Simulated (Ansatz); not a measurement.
Here is the system:

Ba (simple hexagonal, space group No. 191), a = 4.289 Å, b = 4.289 Å, c = 3.896 Å, α = 90.00°, β = 90.00°, γ = 120.00°.

This is the r²SCAN-relaxed structure.

Problem. All from r²SCAN (plane waves, PAW; program Ansatz), unless another level is named. Give the density of states at the Fermi level.

Solution. 0.68 states/eV per atom (mean over ±0.08 eV).

Problem. What about the gap with spin–orbit coupling?

Solution. none (metallic).

Space group P6/mmm (simple hexagonal). The workflow started from an entry of the Crystallography Open Database (COD); the relaxed space group is not among those it files for this formula. It is not the phase usual at ambient conditions (space group No. 229). The cell was relaxed with r²SCAN under the symmetry of its start. At this level the phase is mechanically unstable. The volume moved by -24 % from the start of the relaxation. The volume fell by over 15 % from the filed cell, which may lack light atoms or belong to other conditions. Axis ratios of metals converge slowly with the k-mesh, so a and c are less sure than the volume. Scalar-relativistic: spin–orbit coupling is off unless named, which matters more the heavier the elements.

Potentials: the later of the program's two PAW sets.
